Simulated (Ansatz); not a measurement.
Cs (bcc, W type), conventional cell a = b = c = 6.275 Å, α = β = γ = 90.00°. The calculation uses the primitive cell of 1 atom, to which meshes and values per cell refer.

This relaxed cell (volume V₀) is scaled evenly in all directions, its shape held. Symmetry pins the atoms to their sites.

Method: r2SCAN (plane waves to 500 eV, PAW, scalar-relativistic; Ansatz, a program for electronic structure). k mesh 11×11×11 (Γ-centred), Fermi-Dirac smearing 0.05 eV. E stands for the smeared free energy. Cs was relaxed with its symmetry unable to fall. The relaxed volume of Cs is well above the measured one; the method has no dispersion term. ΔE is measured from the relaxed starting cell. The last digit holds for this mesh only.

| V (Å³/atom) | ΔE (meV/atom) |
|---|---|
| 111.198 | 7.7 |
| 113.669 | 4.7 |
| 116.141 | 2.5 |
| 118.612 | 1.0 |
| 121.083 | 0.2 |
| 123.554 | 0.0 |
| 126.025 | 0.4 |
| 128.496 | 1.3 |
| 130.967 | 2.6 |
| 133.438 | 4.4 |
| 135.909 | 6.6 |

Question: What is the fitted pressure derivative B₀′?

Answer: 3.5.

Question: What bulk modulus B₀ follows from a third-order Birch-Murnaghan fit?

Answer: 1.8 GPa.

(A scan under strain: stresses follow from slopes of the energy per volume, elastic moduli from its curvatures.)
